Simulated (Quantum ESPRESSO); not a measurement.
# Al7MgP5NSAs: input and log of a self-consistent run

Simulated, not a measurement. The program is pw.x of Quantum ESPRESSO 7.5 (plane-wave density functional theory). The cell is made up: 16 atoms on a doubled zincblende/diamond lattice, with randomly drawn elements, strain and displacements, not relaxed. PseudoDojo standard norm-conserving files (v0.5 for PBE, v0.4.1 for LDA and PBEsol) set the functional; there is no spin polarisation, spin-orbit coupling or dispersion term, and the masses in the input are unused placeholders.

Input:

```
&control calculation='scf', pseudo_dir='./dojo.nc.sr.pbe.v0_5.standard.upf', outdir='./o', disk_io='low', tprnfor=.true., tstress=.true. /
&system ibrav=0, nat=16, ntyp=6, nbnd=47, ecutwfc=84.00895049, nosym=.true., tot_charge=0,
 occupations='smearing', smearing='fd', degauss=0.0018374661
/
&electrons conv_thr=7.350e-09, electron_maxstep=60, /
ATOMIC_SPECIES
Al 1.0 Al.upf
As 1.0 As.upf
Mg 1.0 Mg.upf
N 1.0 N.upf
P 1.0 P.upf
S 1.0 S.upf
CELL_PARAMETERS angstrom
5.4261 -0.0012 -0.0075
-0.0012 5.528 0.0011
-0.0151 0.0022 10.8669
ATOMIC_POSITIONS angstrom
Al -0.0197 -0.0161 0.004
Mg 0.0043 2.7192 2.7086
Al 2.6624 -0.0229 2.6756
Al 2.6947 2.6897 0.011
Al -0.0434 0.0164 5.4068
Al 0.0103 2.6902 8.1237
Al 2.7171 -0.0242 8.1559
Al 2.6649 2.7342 5.4335
P 1.338 1.3927 1.3268
N 1.3647 4.1046 4.0717
P 4.0625 1.3752 4.1124
P 4.0235 4.0905 1.3487
S 1.3224 1.3659 6.8168
P 1.2952 4.1255 9.4604
As 4.0119 1.4518 9.5455
P 4.0852 4.202 6.8142
K_POINTS automatic
4 4 2 1 1 1
```

The log is shortened where brackets say so; the opening notice, blank lines, dates and the lines on written files are dropped, and the path of the files is cut. It prints rydbergs, bohrs and kilobars, and counts compression as positive stress. With no partly filled state, the Fermi energy that it prints is only some level between the filled and the empty states on the mesh, and need not lie in the true gap.

```
     Program PWSCF v.7.5
     Parallel version (MPI & OpenMP), running on       4 processor cores
     Number of MPI processes:                 4
     Threads/MPI process:                     1
     [start-up lines left out]
     bravais-lattice index     =            0
     lattice parameter (alat)  =      10.2539  a.u.
     unit-cell volume          =    2199.6685 (a.u.)^3
     number of atoms/cell      =           16
     number of atomic types    =            6
     number of electrons       =        82.00
     number of Kohn-Sham states=           47
     kinetic-energy cutoff     =      84.0090  Ry
     charge density cutoff     =     336.0358  Ry
     scf convergence threshold =      7.3E-09
     mixing beta               =       0.7000
     number of iterations used =            8  plain     mixing
     Exchange-correlation= PBE
                           (   1   4   3   4   0   0   0)
     [axes and pseudopotential details left out]
   Cartesian axes
     site n.     atom                  positions (alat units)
         1        Al     tau(   1) = (  -0.0036306  -0.0029671   0.0007372  )
         2        Mg     tau(   2) = (   0.0007925   0.5011329   0.4991794  )
         3        Al     tau(   3) = (   0.4906650  -0.0042203   0.4930977  )
         4        Al     tau(   4) = (   0.4966177   0.4956962   0.0020272  )
         5        Al     tau(   5) = (  -0.0079984   0.0030224   0.9964421  )
         6        Al     tau(   6) = (   0.0018982   0.4957884   1.4971512  )
         7        Al     tau(   7) = (   0.5007459  -0.0044599   1.5030855  )
         8        Al     tau(   8) = (   0.4911257   0.5038973   1.0013628  )
         9        P      tau(   9) = (   0.2465857   0.2566666   0.2445216  )
        10        N      tau(  10) = (   0.2515064   0.7564542   0.7503909  )
        11        P      tau(  11) = (   0.7486954   0.2534415   0.7578917  )
        12        P      tau(  12) = (   0.7415079   0.7538556   0.2485577  )
        13        S      tau(  13) = (   0.2437107   0.2517275   1.2562970  )
        14        P      tau(  14) = (   0.2386979   0.7603059   1.7434973  )
        15        As     tau(  15) = (   0.7393701   0.2675584   1.7591807  )
        16        P      tau(  16) = (   0.7528789   0.7744044   1.2558179  )
     number of k points=    16  Fermi-Dirac smearing, width (Ry)=  0.0018
                       cart. coord. in units 2pi/alat
        k(    1) = (   0.1252000   0.1226983   0.1249802), wk =   0.1250000
        k(    2) = (   0.1248549   0.1227479  -0.1246824), wk =   0.1250000
     [further k points left out]
     Dense  grid:   228829 G-vectors     FFT dimensions: (  60,  64, 120)
     Estimated max dynamical RAM per process >     472.71 MB
     Estimated total dynamical RAM >       1.68 GB
     Initial potential from superposition of free atoms
     starting charge      81.9811, renormalised to      82.0000
     Starting wfcs are   70 randomized atomic wfcs
     total cpu time spent up to now is        7.0 secs
     per-process dynamical memory:   335.5 Mb
     Self-consistent Calculation
     iteration #  1     ecut=    84.01 Ry     beta= 0.70
     Davidson diagonalization with overlap
     ethr =  1.00E-02,  avg # of iterations =  4.1
     total cpu time spent up to now is       18.1 secs
     total energy              =    -475.03116374 Ry
     estimated scf accuracy    <       1.77765516 Ry
     iteration #  2     ecut=    84.01 Ry     beta= 0.70
     Davidson diagonalization with overlap
     ethr =  2.17E-03,  avg # of iterations =  7.2
     total cpu time spent up to now is       28.7 secs
     total energy              =    -473.36012386 Ry
     estimated scf accuracy    <      17.50312906 Ry
     iteration #  3     ecut=    84.01 Ry     beta= 0.70
     Davidson diagonalization with overlap
     ethr =  2.17E-03,  avg # of iterations =  6.1
     total cpu time spent up to now is       38.9 secs
     total energy              =    -475.69202202 Ry
     estimated scf accuracy    <       1.59875766 Ry
     iteration #  4     ecut=    84.01 Ry     beta= 0.70
     Davidson diagonalization with overlap
     ethr =  1.95E-03,  avg # of iterations =  2.0
     total cpu time spent up to now is       45.5 secs
     total energy              =    -475.89154159 Ry
     estimated scf accuracy    <       0.22537379 Ry
     iteration #  5     ecut=    84.01 Ry     beta= 0.70
     Davidson diagonalization with overlap
     ethr =  2.75E-04,  avg # of iterations =  2.8
     total cpu time spent up to now is       52.4 secs
     total energy              =    -475.89100467 Ry
     estimated scf accuracy    <       0.08147521 Ry
     [iterations 6 to 11 left out]
     iteration # 12     ecut=    84.01 Ry     beta= 0.70
     Davidson diagonalization with overlap
     ethr =  4.99E-09,  avg # of iterations =  3.0
     total cpu time spent up to now is      112.2 secs
     total energy              =    -475.90249483 Ry
     estimated scf accuracy    <       0.00000100 Ry
     iteration # 13     ecut=    84.01 Ry     beta= 0.70
     Davidson diagonalization with overlap
     ethr =  1.22E-09,  avg # of iterations =  4.0
     total cpu time spent up to now is      121.2 secs
     total energy              =    -475.90249515 Ry
     estimated scf accuracy    <       0.00000013 Ry
     iteration # 14     ecut=    84.01 Ry     beta= 0.70
     Davidson diagonalization with overlap
     ethr =  1.56E-10,  avg # of iterations =  2.0
     total cpu time spent up to now is      128.0 secs
     total energy              =    -475.90249514 Ry
     estimated scf accuracy    <       0.00000007 Ry
     iteration # 15     ecut=    84.01 Ry     beta= 0.70
     Davidson diagonalization with overlap
     ethr =  7.96E-11,  avg # of iterations =  2.5
     total cpu time spent up to now is      134.3 secs
     total energy              =    -475.90249515 Ry
     estimated scf accuracy    <          8.4E-09 Ry
     iteration # 16     ecut=    84.01 Ry     beta= 0.70
     Davidson diagonalization with overlap
     ethr =  1.03E-11,  avg # of iterations =  3.9
     total cpu time spent up to now is      141.4 secs
     End of self-consistent calculation
          k = 0.1252 0.1227 0.1250 ( 28598 PWs)   bands (ev):
   -68.7577 -35.5687 -35.5638 -35.5350 -29.4994 -29.4919 -29.4718 -29.4681
   -29.4562  -9.2520  -6.3714  -6.1952  -5.1924  -4.8421  -4.5798  -4.1477
    -3.7125  -1.1944  -0.7239  -0.6357   0.0532   0.5923   1.1166   1.3749
     1.5611   1.9062   2.2408   2.3813   2.4875   2.6634   2.8764   3.2451
     3.2963   3.4284   3.7060   3.8067   4.0357   4.4644   4.7336   4.9850
     5.1591   6.6628   6.9421   7.1417   7.6950   7.8442   8.0707
     [levels at the other k points left out]
     the Fermi energy is     5.9883 ev
!    total energy              =    -475.90249515 Ry
     estimated scf accuracy    <          6.3E-10 Ry
     smearing contrib. (-TS)   =      -0.00000000 Ry
     internal energy E=F+TS    =    -475.90249515 Ry
     The total energy is F=E-TS. E is the sum of the following terms:
     one-electron contribution =    -273.61452293 Ry
     hartree contribution      =     165.45657399 Ry
     xc contribution           =    -111.39743034 Ry
     ewald contribution        =    -256.34711588 Ry
     convergence has been achieved in  16 iterations
     Forces acting on atoms (cartesian axes, Ry/au):
     atom    1 type  1   force =     0.00198705   -0.02599966    0.02873187
     atom    2 type  3   force =     0.04080625    0.07034883    0.05787016
     atom    3 type  1   force =    -0.03240519   -0.05679320    0.05907895
     atom    4 type  1   force =    -0.03852846    0.07358256    0.03882678
     atom    5 type  1   force =     0.05451338   -0.08021184   -0.07460655
     atom    6 type  1   force =    -0.01679270    0.05465944    0.01028172
     atom    7 type  1   force =    -0.00750038   -0.01909665    0.02074863
     atom    8 type  1   force =    -0.02663586    0.09218160   -0.08222514
     atom    9 type  5   force =     0.01543630   -0.04845707   -0.01888716
     atom   10 type  4   force =     0.01435407    0.02298429    0.04396016
     atom   11 type  5   force =    -0.04222762   -0.01946134    0.01835529
     atom   12 type  5   force =    -0.01293093    0.03497786   -0.02162288
     atom   13 type  6   force =     0.00949490   -0.00963111   -0.01150879
     atom   14 type  5   force =     0.01442190   -0.00451391   -0.00330194
     atom   15 type  2   force =     0.03054533   -0.04559222   -0.05365872
     atom   16 type  5   force =    -0.00453804   -0.03897759   -0.01204238
     Total force =     0.284437     Total SCF correction =     0.000047
     Computing stress (Cartesian axis) and pressure
          total   stress  (Ry/bohr**3)                   (kbar)     P=        5.10
   0.00007164  -0.00004526  -0.00008408           10.54       -6.66      -12.37
  -0.00004526  -0.00002938   0.00003180           -6.66       -4.32        4.68
  -0.00008408   0.00003180   0.00006176          -12.37        4.68        9.09
     init_run     :      6.47s CPU      6.88s WALL (       1 calls)
     electrons    :    132.27s CPU    134.50s WALL (       1 calls)
     forces       :      2.38s CPU      2.45s WALL (       1 calls)
     stress       :      6.22s CPU      6.43s WALL (       1 calls)
     [timing details left out]
     PWSCF        :   2m27.47s CPU   2m30.53s WALL
     JOB DONE.
```

In other units: free energy -6474.983 eV for the cell, pressure 0.51 GPa, largest force component 2.370 eV/Å. A rerun of a related cell, with the same atoms placed differently, at a cutoff of 1437 eV and k mesh 6 x 6 x 4 moved values by no more than 0.009 eV in energy, 0.02 GPa in stress and 0.002 eV/Å in force.